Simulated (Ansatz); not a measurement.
Relaxed-ion elastic tensor of YMnO3 in space group Pnma (No. 62; Y on 4c, Mn on 4a, O on 4c, O on 8d) in GPa (Voigt order), plane-wave PAW r²SCAN (Ansatz code); density 5.64 g/cm³, 11.30 Å³ per atom.

|  | 1 | 2 | 3 | 4 | 5 | 6 |
|---|---|---|---|---|---|---|
| 1 | 224 | 154 | 108 | 0.0 | 0.0 | 0.0 |
| 2 | 154 | 304 | 129 | 0.0 | 0.0 | 0.0 |
| 3 | 108 | 129 | 274 | 0.0 | 0.0 | 0.0 |
| 4 | 0.0 | 0.0 | 0.0 | 83.5 | 0.0 | 0.0 |
| 5 | 0.0 | 0.0 | 0.0 | 0.0 | 80.5 | 0.0 |
| 6 | 0.0 | 0.0 | 0.0 | 0.0 | 0.0 | 101 |

Q: Is the crystal mechanically stable?

A: Yes: the smallest eigenvalue of C is 80.5 GPa.

Q: Work out the Voigt, Reuss and Hill averages.

A: K_V = 176, K_R = 171, K_H = 173; G_V = 80.3, G_R = 76.4, G_H = 78.4 GPa.

Q: Give Young's modulus, Poisson's ratio, Pugh's ratio and the universal anisotropy index.

A: E = 9KG/(3K + G) = 204 GPa; ν = 0.30; K/G = 2.21 (ductile by the Pugh limit of 1.75); A_U = 5G_V/G_R + K_V/K_R − 6 = 0.29.

Q: Estimate the sound speeds and the Debye temperature.

A: v_l = √((K + 4G/3)/ρ) = 7020 m/s, v_t = √(G/ρ) = 3730 m/s, mean 4170 m/s; Θ = (h/k)(3n/4πV)^(1/3) v_m = 553 K.

Q: How much does each axis shrink under pressure?

A: Linear compressibilities β_i = Σ_j S_ij (j = 1 to 3): x 2.8, y 1.0, z 2.1 per TPa.

The cell is a constructed one: a structure type filled with these elements; the Crystallography Open Database copy checked does not list it. COD files the formula under space group No. 185, 194, so this cell is another polymorph or a model. Whether it is the stable phase at ambient conditions was not checked. Symmetry was held in the r²SCAN relaxation; its stability against distortions is not shown here. Spin order of the final state: ferromagnetic, chosen from 2 collinear starts compared on coarse meshes (ties went to the first, and starts can fall back to one state), not a proven ground state. The program gave a warning on the electronic state, which may not be the lowest. No Hubbard U is applied.

Potentials: the later of the program's two PAW sets.
